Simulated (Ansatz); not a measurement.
This run works on a generated trial structure, not on a known crystal.

Input and command of a plane-wave DFT calculation in Ansatz:

```yaml
crystal:
  lattice:
    - [4.49939681, 0.0, 0.0]
    - [0.0, 4.49939681, 0.0]
    - [0.0, 0.0, 8.27844513]
  atoms:
    - { symbol: Rb, position: [0.5, 0.5, 0.5] }
    - { symbol: La, position: [0.0, 0.0, 0.5] }
    - { symbol: Sn, position: [0.5, 0.5, 0.18265058] }
    - { symbol: Sn, position: [0.5, 0.5, 0.81734942] }
    - { symbol: Sn, position: [0.0, 0.0, 0.0] }
basis:
  ecutwfc: 420
kpoints:
  mp_grid: { grid: [4, 4, 2] }
hamiltonian:
  xc: pbe
scf:
  occupations: { method: gaussian, width: 0.2 }
  lower_state_search: "off"
output:
  forces: true
  stress: true
  eigenvalues: true
relax:
  adjacent_minimum: "off"
  f_tol: 0.08
  max_steps: 16
  cell: { stress_tol: 0.8 }
```

```bash
ansatz run input.yaml --threads 1 --pin off --max-ram 2560MiB --backend cpu --events-out ev --progress --plain --runs-dir out
```

Processor: Intel(R) Xeon(R) Processor @ 2.50GHz (Skylake/Cascade Lake), 1 thread, on a host shared with other jobs.

**Question.** Estimate time, memory and problem size.

**Answer.** About 85 s, peak memory 0.49 GiB. It solves 38 bands at 12 k points (after reduction by symmetry) with about 3631 plane waves (on the last cell), in 37 SCF iterations over 5 ionic steps.
